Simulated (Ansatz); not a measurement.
A geometry of AlRh away from equilibrium: step 2 of the relaxation of a relaxed AlRh cell displaced along its unstable phonon at q = (½, 0, 0) of its primitive reciprocal cell (76i cm⁻¹), largest move 0.15 Å. All values below come from PBE (plane waves to 420 eV, PAW, scalar-relativistic; Ansatz, an electronic-structure program). Γ-centred k-mesh 9×9×4 on the run's cell (coarser than for final values), Fermi–Dirac smearing 0.05 eV.

```xyz
16
Lattice="8.2528 -0.0358 0.0000 -2.0787 3.6004 0.0000 0.0000 0.0000 9.2240" Properties=species:S:1:pos:R:3 pbc="T T T"
Al     0.0929    -0.1695     9.0006
Al     4.0261     0.1473     9.0006
Al    -0.0929     0.1695     4.3886
Al     4.2267    -0.1831     4.3886
Al     0.0289     2.2909     1.6648
Al     4.0462     2.4621     1.6648
Al     2.1279     1.1025     6.2768
Al     6.1451     1.2737     6.2768
Rh     0.0454    -0.1002     2.1030
Rh     4.0623     0.0715     2.1030
Rh    -0.0454     0.1002     6.7150
Rh     4.1905    -0.1073     6.7150
Rh    -0.0917     2.5466     4.5208
Rh     4.2073     2.2298     4.5208
Rh     1.9668     1.3348     9.1328
Rh     6.2658     1.0180     9.1328
```

Task: Which atoms carry the largest force, and which way does it point?

Result: 0.24 eV/Å, on Al1, Al2, Al3, Al4 (atoms numbered as listed); on Al1 its components are (0.13, -0.20, -0.07).

Task: What is the pressure?

Result: 0.0 GPa, compression positive.

Task: How much energy per atom can still be gained by relaxing?

Result: 0.40 eV/atom; the path ends in Pna2₁ (No. 33).

No spin polarisation in the result.

The run could not lose the symmetry of its start, so the end can be a saddle point.

The end of the path is a generated cell of AlRh: the first start was made by placing the elements on the sites of a structure type, and the end was not matched to a known phase here, so it may be hypothetical.
